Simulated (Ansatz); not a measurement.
**Al, first-principles data**

Al:
```
CELL_PARAMETERS angstrom
     -4.06235     4.06235     1.37010
      4.06235    -4.06235     1.37010
      4.06235     4.06235    -1.37010
ATOMIC_POSITIONS crystal
  Al 0.35253 0.85253 0.20506
  Al 0.64747 0.14747 0.79494
  Al 0.85253 0.64747 0.50000
  Al 0.14747 0.35253 0.50000
```

Space group I4/mcm (No. 140); conventional cell a = b = 8.1247 Å, c = 2.7402 Å, α = β = γ = 90.00°.

Method: the program Ansatz at the PBEsol level (PAW). The cell and atoms are relaxed at this level. Other levels are named where they apply.

Cell and energy:

```yaml
volume_per_atom: 22.61 Å³
density: 1.98 g/cm³
```

Electronic structure:

```yaml
electronic_character: metallic (no gap)
Density of states at the Fermi level: 0.32 states/eV per atom (mean over ±0.08 eV)
```

Mechanics:

```yaml
Bulk modulus (Birch–Murnaghan fit): 525 kbar
Pressure derivative B′: 4.2
```

Phonons:

```yaml
highest_zone_centre_frequency: 10.86 THz
zone_centre_stability: no imaginary mode at Γ
```

The start of the workflow was typed in or built on a structure type; neither database checked (COD, Materials Project) lists it. It is not the phase usual at ambient conditions (space group No. 225). Symmetry was held in the PBEsol relaxation. As this level gives no gap, phonon frequencies hold no LO–TO term and depend on the k-mesh and smearing (Fermi–Dirac, 0.1 eV here). Axis ratios of metals converge slowly with the k-mesh, so a and c are less sure than the volume.

Potentials: the later of the program's two PAW sets.
